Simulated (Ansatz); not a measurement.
Data sheet: GaP (DFT)

GaP:
```cif
data_Ga4P4
_chemical_formula_sum 'Ga4 P4'
_space_group_name_H-M_alt 'Fm-3m'
_space_group_IT_number 225
_space_group_name_Hall '-F 4 2 3'
_cell_length_a 5.08709
_cell_length_b 5.08709
_cell_length_c 5.08709
_cell_angle_alpha 90.000
_cell_angle_beta 90.000
_cell_angle_gamma 90.000
loop_
_atom_site_label
_atom_site_type_symbol
_atom_site_symmetry_multiplicity
_atom_site_Wyckoff_symbol
_atom_site_fract_x
_atom_site_fract_y
_atom_site_fract_z
_atom_site_occupancy
Ga1 Ga 4 a 0.00000 0.00000 0.00000 1
P1 P 4 b 0.50000 0.50000 0.50000 1
```
(The calculation used a cell of 2 atoms; values per cell refer to that cell.)

Space group Fm-3m (No. 225), rock salt; conventional cell a = b = c = 5.087 Å, α = β = γ = 90.00°.

Method: plane-wave PAW PBEsol (Ansatz code). Structure relaxed to zero pressure with the same functional. Other levels are named where they apply.

Cell and energy:

```json
{
  "volume_per_atom": "16.46 Å³",
  "density": "5.08 g/cm³",
  "Formation energy from the elements (no fitted shifts)": "-0.068 eV/atom"
}
```

Electronic structure:

```json
{
  "electronic_character": "metallic (no gap)",
  "Density of states at the Fermi level": "0.54 states/eV per atom (mean over ±0.08 eV)",
  "Gap with spin–orbit coupling": "none (metallic)"
}
```

Mechanics:

```json
{
  "Bulk modulus (Birch–Murnaghan fit)": "99.8 GPa",
  "Pressure derivative B′": "4.6",
  "Elastic constants (relaxed ions, GPa)": "C11 = 188, C12 = 55.4, C44 = 23.1",
  "mechanical_stability": "stable (all eigenvalues of C positive)",
  "hill_bulk_and_shear_moduli": "99.8 and 35.8 GPa",
  "Young's modulus": "96.0 GPa",
  "Poisson's ratio": "0.34",
  "debye_temperature_from_the_elastic_constants": "349 K"
}
```

Phonons:

```json
{
 "highest_zone_centre_frequency": "162 cm⁻¹",
 "zone_centre_stability": "no imaginary mode at Γ"
}
```

The start of the workflow was typed in or built on a structure type; neither database checked (COD, Materials Project) lists it. It is not the phase usual at ambient conditions (space group No. 216). The cell was relaxed with PBEsol under the symmetry of its start. As this level gives no gap, shear constants depend on the k-mesh and smearing (Fermi–Dirac, 0.1 eV here). As this level gives no gap, phonon frequencies hold no LO–TO term and depend on the k-mesh and smearing (Fermi–Dirac, 0.1 eV here). The references are the lowest solids computed at this level, not always the standard phases. Scalar-relativistic: spin–orbit coupling is off unless named, which matters more the heavier the elements.

Potentials: the later of the program's two PAW sets.
